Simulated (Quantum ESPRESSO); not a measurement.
# Band energies of Ti

```xyz
2
Lattice="2.9357 0.0000 0.0000 -1.4679 2.5424 0.0000 0.0000 0.0000 4.6409" Properties=species:S:1:pos:R:3 pbc="T T T"
Ti     0.0000     1.6949     1.1602
Ti     1.4679     0.8475     3.4806
```

norm-conserving LDA (Quantum ESPRESSO, 84 Ry, no spin-orbit coupling); path ΓMKΓALHA,LM,KH; energies in eV from the Fermi level.

```csv
k (1/Å),point,band 8,band 9,band 10,band 11,band 12,band 13,band 14,band 15
0.00,Γ,-32.39,-6.12,-2.68,0.76,0.76,0.90,0.90,1.26
0.67,,-32.43,-4.26,-1.70,-1.05,-0.49,0.71,0.86,0.99
1.24,M,-32.46,-2.32,-2.16,-1.85,-0.56,0.44,0.64,1.19
1.47,,-32.50,-2.13,-1.98,-1.81,-0.71,0.35,0.57,1.24
1.95,K,-32.65,-1.70,-1.36,-1.36,-1.26,0.22,0.22,1.50
2.25,,-32.59,-2.04,-1.66,-1.32,-1.21,0.13,0.59,1.22
2.87,,-32.43,-4.99,-1.88,-0.53,-0.30,0.82,0.89,1.36
3.38,Γ,-32.39,-6.12,-2.68,0.76,0.76,0.90,0.90,1.26
3.60,,-32.40,-5.89,-2.79,0.51,0.66,0.66,0.77,1.14
4.05,A,-32.44,-4.26,-4.26,0.11,0.11,0.66,0.66,0.66
4.36,,-32.46,-3.90,-3.90,-0.16,-0.16,0.59,0.59,0.89
4.98,,-32.54,-2.60,-2.60,-0.73,-0.73,0.85,0.85,1.68
5.29,L,-32.55,-2.54,-2.54,-0.81,-0.81,1.40,1.40,1.71
5.70,,-32.52,-1.99,-1.99,-0.57,-0.57,0.02,0.02,1.81
6.00,H,-32.52,-1.22,-1.22,-1.09,-1.09,-0.18,-0.18,1.67
6.38,,-32.52,-2.00,-2.00,-0.55,-0.55,-0.09,-0.09,1.52
6.95,,-32.48,-3.47,-3.47,-0.37,-0.37,0.43,0.43,1.17
7.43,A,-32.44,-4.26,-4.26,0.11,0.11,0.66,0.66,0.66
7.43,L,-32.55,-2.54,-2.54,-0.81,-0.81,1.40,1.40,1.71
7.53,,-32.53,-2.63,-2.42,-0.93,-0.73,1.14,1.40,1.63
8.11,M,-32.46,-2.32,-2.16,-1.85,-0.56,0.44,0.64,1.19
8.11,K,-32.65,-1.70,-1.36,-1.36,-1.26,0.22,0.22,1.50
8.78,H,-32.52,-1.22,-1.22,-1.09,-1.09,-0.18,-0.18,1.67
```

A metal at this level: along this path bands 11, 12, 13, 14 cross the Fermi level.

Geometry of the Materials Project entry, not relaxed at this level.
